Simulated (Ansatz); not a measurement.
Ionic part of the dielectric constant of Al$_{2}$GaP$_{3}$, mode by mode

The calculation used DFT PBE, scalar-relativistic, plane waves, PAW in Ansatz. Settings: 420 eV plane-wave cutoff, Γ-centred 10×10×10 mesh, fixed occupations. No spin polarisation. Phonons by linear response, acoustic sum rule imposed.

Space group I-4m2 (No. 119), tetragonal, a = 3.896 Å, c = 16.513 Å. Al has 4 P at 2.38 Å; Ga is surrounded by 4 P at 2.39 Å; P on a site of symmetry 2mm has 2 Al at 2.38 Å and 2 Ga at 2.39 Å; P on a site of symmetry -4m2 has 4 Al at 2.38 Å.

It was reached by relaxing an invented guess, and it needn't be the stable form of this composition.

The primitive cell has V = 125.30 Å³ and ε∞,zz = 8.860. Each polar mode adds Δε = (4.92064×10⁷/V)·S/ν² along z, with S its oscillator strength in e²/amu, ν in cm⁻¹ and V in Å³.

Task: From these modes, find each Δε and ε0,zz.
```json
{"ν (cm⁻¹)": "222.77", "S_zz (e²/amu)": "0.01716"}
{"ν (cm⁻¹)": "357.51", "S_zz (e²/amu)": "0.1921"}
{"ν (cm⁻¹)": "430.57", "S_zz (e²/amu)": "0.7434"}
```

Result:
| ν (cm⁻¹) | Δε |
| --- | --- |
| 222.77 | 0.14 |
| 357.51 | 0.59 |
| 430.57 | 1.57 |

The sum is 2.30, so ε0,zz = 11.16; the run's tensor has 11.16.

Task: Where do the longitudinal modes lie for a wave vector along z?

Result: At 224.03, 364.79, 470.95 cm⁻¹. The Lyddane–Sachs–Teller product Π(ν_LO/ν_TO)² = 1.26 agrees with ε0/ε∞ = 1.26.
